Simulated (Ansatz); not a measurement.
The relaxed structure here is a generated cell of AlP: the first start was made by placing the elements on the sites of a structure type, and the end was not matched to a known phase here, so it may be hypothetical. Known forms of AlP include space group No. 216.

A relaxed structure of AlP. Space group P4₂/mnm (No. 136), AFLOW prototype AB_tP8_136_g_f (as in BeO). Level of theory: PBEsol (plane waves to 420 eV, PAW, scalar-relativistic; Ansatz, an electronic-structure program).

```cif
data_Al4P4
_chemical_formula_sum 'Al4 P4'
_space_group_name_H-M_alt 'P 1'
_space_group_IT_number 1
_cell_length_a 6.63712
_cell_length_b 6.63712
_cell_length_c 3.89271
_cell_angle_alpha 90.000
_cell_angle_beta 90.000
_cell_angle_gamma 90.000
loop_
_space_group_symop_operation_xyz
  'x, y, z'
loop_
_atom_site_label
_atom_site_type_symbol
_atom_site_fract_x
_atom_site_fract_y
_atom_site_fract_z
_atom_site_occupancy
Al1 Al 0.82756 0.82756 0.50000 1
Al2 Al 0.67244 0.32756 0.00000 1
Al3 Al 0.32756 0.67244 0.00000 1
Al4 Al 0.17244 0.17244 0.50000 1
P1 P 0.18677 0.81323 0.50000 1
P2 P 0.31323 0.31323 0.00000 1
P3 P 0.68677 0.68677 0.00000 1
P4 P 0.81323 0.18677 0.50000 1
```

```yaml
volume_per_atom: 21.43 Å³
band_gap: 1.68 eV, indirect (valence top at 80 % of the way from M to Γ, conduction bottom at A) (no spin-orbit coupling)
smallest_direct_gap: 1.76 eV at Γ
shortest_distances: Al–P 2.35 Å; Al–Al 3.24 Å; P–P 3.51 Å
k-mesh: 7×7×12
```

Band energies at high-symmetry points (eV from the VBM; labels of this space group; no spin-orbit coupling), from −5 eV up to 3.3 eV:

```tsv
point	energies
Γ	-4.15 -4.15 -4.06 -2.83 -2.25 -1.02 -1.02 -0.27 -0.11 -0.02 -0.02 1.73 2.89 2.89 3.12
X	-2.81 -2.81 -2.15 -2.15 -1.76 -1.76 -0.82 -0.82 -0.65 -0.65 2.47 2.47
M	-4.32 -4.32 -3.78 -3.78 -1.99 -1.99 -1.43 -1.43 -1.26 -1.26 -1.13 -1.13 2.77 2.77 3.08 3.08
Z	-4.90 -4.90 -4.33 -4.33 -4.25 -4.25 -2.24 -2.24 -1.88 -1.88 -1.81 -1.81 2.31 2.31
R	-4.84 -4.84 -3.40 -3.40 -2.47 -2.47 -1.61 -1.61 -0.92 -0.92 2.23 2.23
A	-2.52 -2.52 -1.63 -1.63 -1.34 -1.34 -1.11 -1.11 1.68 1.68 2.68 2.68 3.00 3.00
```

No spin polarisation in the result.

The run could not lose the symmetry of its start: the end is stationary, and may be a saddle point rather than a minimum.

It was reached from a disturbed copy of a P6₃/mmc (No. 194) cell, against which it lies -0.19 eV/atom.
